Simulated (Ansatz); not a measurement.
WSe2:
```yaml
crystal:
  lattice:
    - [3.30225, 0.00000, 0.00000]
    - [-1.65112, 2.85983, 0.00000]
    - [0.00000, 0.00000, 13.22462]
  atoms:
    - { symbol: W, position: [0.66667, 0.33333, 0.75000] }
    - { symbol: W, position: [0.33333, 0.66667, 0.25000] }
    - { symbol: Se, position: [0.33333, 0.66667, 0.87578] }
    - { symbol: Se, position: [0.66667, 0.33333, 0.12422] }
    - { symbol: Se, position: [0.66667, 0.33333, 0.37578] }
    - { symbol: Se, position: [0.33333, 0.66667, 0.62422] }
```

Relaxed with r²SCAN+D4.

Question: Give the optical modes at the zone centre with their infrared activity from DFPT, r²SCAN+D4 (plane waves, PAW; program Ansatz).

Answer: Transverse frequencies, without the LO–TO term; a row sums one degenerate level.

```tsv
ω (cm⁻¹)	degeneracy	IR ((D/Å)²/amu)	activity
20	2	0.00	IR-inactive
35	1	0.00	IR-inactive
175	2	0.00	IR-inactive
176	2	0.00	IR-inactive
248	2	0.00	IR-inactive
248	2	1.24	IR
251	1	0.00	IR-inactive
255	1	0.00	IR-inactive
308	1	0.18	IR
310	1	0.00	IR-inactive
```

Question: How high does the top mode go among those that the LO–TO term moves?

Answer: 249 cm⁻¹ for q along x, 249 cm⁻¹ for q along y.

Space group P6_3/mmc. The cell was relaxed with r²SCAN+D4 under the symmetry of its start. No spin polarisation was allowed. Spin–orbit coupling is left out wherever it is not named.

Potentials: the earlier of the program's two PAW sets. The files were generated under PBE; for other functionals the program regenerates the frozen cores, and for LDA and PBEsol the local potential too.
